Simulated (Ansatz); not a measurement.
Sb:
```
Sb
1.0
    3.07190     0.00000     0.00000
    0.00000     3.07190     0.00000
    0.00000     0.00000     3.07190
Sb
1
Direct
  0.00000   0.00000   0.00000
```

Relaxed with r²SCAN+D4. Special points in fractions of this cell's reciprocal vectors: Γ (0.000, 0.000, 0.000); X (0.000, 0.500, 0.000); M (0.500, 0.500, 0.000); R (0.500, 0.500, 0.500).

List the band energies nearest the Fermi level at these points for plane-wave PAW r²SCAN+D4 (Ansatz code).

In eV from the Fermi level; about four levels below and three above (degenerate sets whole), none deeper than 8.9 eV; … stands for higher levels left out; points with the same levels are listed once.

```json
[
 {"k": "Γ", "below": "–", "above": "3.46 3.46 3.46"},
 {"k": "X", "below": "-6.13", "above": "5.69 5.69 9.84"},
 {"k": "M", "below": "-7.66 -3.98 -3.98", "above": "2.32 8.03 …"},
 {"k": "R", "below": "-4.32 -1.93 -1.93 -1.93", "above": "…"}
]
```

Space group Pm-3m (simple cubic). The first step of the workflow began from a Materials Project structure, measured or hypothetical; the Crystallography Open Database files this formula in space group No. 221, but the cells were not matched. It is not the phase usual at ambient conditions (space group No. 166). The r²SCAN+D4 relaxation kept the symmetry of its start; whether a distortion lowers the energy is not shown. Scalar-relativistic: spin–orbit coupling is off unless named, which matters more the heavier the elements.

Potentials: the later of the program's two PAW sets.
